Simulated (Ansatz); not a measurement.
Space group Amm2 (No. 38). a = 2.768 Å, b = 5.229 Å, c = 8.166 Å, α = 90.00°, β = 90.00°, γ = 90.00°
| atom | site | symmetry | x | y | z |
| --- | --- | --- | --- | --- | --- |
| Li | 2b | mm2 | 0.5000 | 0.5000 | 0.1939 |
| Be | 2a | mm2 | 0.0000 | 0.5000 | 0.5548 |
| F | 4d | m.. | 0.0000 | 0.7521 | 0.1530 |
| F | 2b | mm2 | 0.5000 | 0.5000 | 0.4446 |

Equation of state of this LiBeF$_{3}$ structure (not necessarily the ground state), with shape and atoms relaxed at each volume where symmetry leaves them free. Method: DFT PBE, scalar-relativistic, plane waves, PAW in Ansatz.

Settings: cutoff 420 eV, Γ-centred mesh 8×6×6 on the computed 5-atom cell, Gaussian smearing of 0.02 eV; no spin polarisation.

```json
{"V (Å³/atom)": "10.400", "E − E(largest V) (meV/atom)": "15.83", "P (GPa)": "6.52", "gap on mesh (eV)": "7.87"}
{"V (Å³/atom)": "10.754", "E − E(largest V) (meV/atom)": "3.64", "P (GPa)": "4.56", "gap on mesh (eV)": "7.79"}
{"V (Å³/atom)": "11.109", "E − E(largest V) (meV/atom)": "-4.43", "P (GPa)": "2.82", "gap on mesh (eV)": "7.70"}
{"V (Å³/atom)": "11.463", "E − E(largest V) (meV/atom)": "-8.95", "P (GPa)": "1.31", "gap on mesh (eV)": "7.61"}
{"V (Å³/atom)": "11.818", "E − E(largest V) (meV/atom)": "-10.33", "P (GPa)": "0.01", "gap on mesh (eV)": "7.53"}
{"V (Å³/atom)": "12.172", "E − E(largest V) (meV/atom)": "-9.20", "P (GPa)": "-1.09", "gap on mesh (eV)": "7.46"}
{"V (Å³/atom)": "12.527", "E − E(largest V) (meV/atom)": "-6.03", "P (GPa)": "-1.81", "gap on mesh (eV)": "7.38"}
{"V (Å³/atom)": "13.000", "E − E(largest V) (meV/atom)": "0.00", "P (GPa)": "-2.20", "gap on mesh (eV)": "7.31"}
```

Q: Fit a third-order Birch–Murnaghan equation, E = E0 + (9V0B0/16)·[(x − 1)³B0' + (x − 1)²(6 − 4x)] with x = (V0/V)^(2/3), to E(V).

A: V0 = 11.83 Å³/atom, B0 = 36 GPa, B0' = 5.9.

The slope of the tabulated pressures gives B = 39 GPa at V0, so the fit is only rough here.

The cell was found from a structure generator's guess, not taken from experiment.
